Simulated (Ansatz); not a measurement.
AlN (wurtzite)

```yaml
crystal:
  lattice:
    - [3.10673, 0.00000, 0.00000]
    - [-1.55337, 2.69051, 0.00000]
    - [0.00000, 0.00000, 4.97852]
  atoms:
    - { symbol: Al, position: [0.66667, 0.33333, 0.00341] }
    - { symbol: Al, position: [0.33333, 0.66667, 0.50341] }
    - { symbol: N, position: [0.66667, 0.33333, 0.62179] }
    - { symbol: N, position: [0.33333, 0.66667, 0.12179] }
```

The volume is varied about the relaxed value V₀ at fixed cell shape. The atoms relax within the cell's symmetry.

Computed with r2SCAN (plane waves to 500 eV, PAW, scalar-relativistic; Ansatz, a first-principles code). k mesh 13×13×7 (Γ-centred), Fermi-Dirac smearing 0.05 eV. E stands for the smeared free energy. Compression counts positive. With the shape held, the modulus is that of even scaling; a crystal free to change shape is softer. AlN was relaxed with its symmetry unable to fall. ΔE is measured from the relaxed starting cell.

```csv
V (Å³/atom),ΔE (meV/atom)
8.739,231.2
9.016,152.9
9.294,93.3
9.571,withheld
9.849,21.3
10.126,5.1
10.403,0.0
10.681,4.7
10.958,17.9
11.236,38.7
11.513,66.1
11.791,99.3
12.068,137.5
```

Q: Fit a third-order Birch-Murnaghan form (E₀, V₀, B₀, B₀′ free) to the given rows and predict ΔE at V = 9.571.

A: Least squares on the 12 given rows: ΔE = E₀ + (9V₀B₀/16)·y²·[2 + (B₀′ − 4)y], y = (V₀/V)^(2/3) − 1, with V₀ = 10.404 Å³/atom, B₀ = 210.5 GPa (160.2 GPa = 1 eV/Å³; the term in eV is multiplied by 1000), B₀′ = 3.83, E₀ = 0.06 meV/atom; root-mean-square residual 0.08 meV/atom. At 9.571 the fit gives 50.1 meV/atom; the calculation gives 50.1 meV/atom, the same to the digits shown. For the pressure the fit gives 20.6 GPa against the computed 20.6 GPa.

(Under strain, the slope of the energy per volume gives the stress and its curvature an elastic modulus.)
